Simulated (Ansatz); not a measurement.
Si₂Ru in space group P4/mmm (No. 123; Si on 2h, Ru on 1a) under volume change, the program Ansatz at the PBEsol level (PAW), shape and atoms relaxed at each volume.

```tsv
V (Å³/atom)	E − E(relaxed) (meV/atom)	P (GPa)
12.879	81.0	22.34
13.304	33.9	13.51
13.728	?	?
14.153	0.0	0.00
14.577	7.0	-5.14
15.002	26.6	-9.54
15.427	?	?
```

Some entries are withheld; supply them.


- 13.728, E − E(relaxed) (meV/atom): 8.0
- 13.728, P (GPa): 6.17
- 15.427, E − E(relaxed) (meV/atom): 57.0
- 15.427, P (GPa): -13.23

What does a third-order Birch–Murnaghan fit give for V₀, B₀ and B′?

V₀ = 14.15 Å³/atom, B₀ = 188 GPa, B′ = 4.8.

The workflow started from a Materials Project entry (that database holds measured and hypothetical structures alike); the Crystallography Open Database copy checked does not list it. Its standing as an ambient phase is unchecked. The PBEsol relaxation kept the symmetry of its start; its stability against distortions is not shown here. No spin polarisation was allowed.

Potentials: the later of the program's two PAW sets.
